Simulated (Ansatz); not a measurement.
BiPt (NiAs type, space group No. 194) under volume change, the program Ansatz at the LDA level (PAW), shape and atoms relaxed at each volume.

```
V (Å³/atom)  E − E(relaxed) (meV/atom)  P (GPa)
-----------  -------------------------  -------
20.123                             [?]      [?]
20.786                            36.9     9.50
21.450                             8.7     4.32
22.113                             0.0     0.00
22.776                             7.7    -3.59
23.440                             [?]      [?]
24.103                            61.6    -9.09
```

Task: Complete the blanks.

Result: 
- 23.440, E − E(relaxed) (meV/atom): 28.9
- 23.440, P (GPa): -6.59
- 20.123, E − E(relaxed) (meV/atom): 88.8
- 20.123, P (GPa): 15.71

Task: What does a third-order Birch–Murnaghan fit give for V₀, B₀ and B′?

Result: V₀ = 22.11 Å³/atom, B₀ = 131 GPa, B′ = 5.1.

Space group P6_3/mmc (NiAs type). The workflow started from a Materials Project entry (that database holds measured and hypothetical structures alike); the Crystallography Open Database files this formula in space group No. 194, but the cells were not matched. Whether it is the stable phase at ambient conditions was not checked. The LDA relaxation kept the symmetry of its start; of distortions, only those at the zone centre were tested. The run is not spin-polarised. Spin–orbit coupling is left out wherever it is not named.

Potentials: the later of the program's two PAW sets.
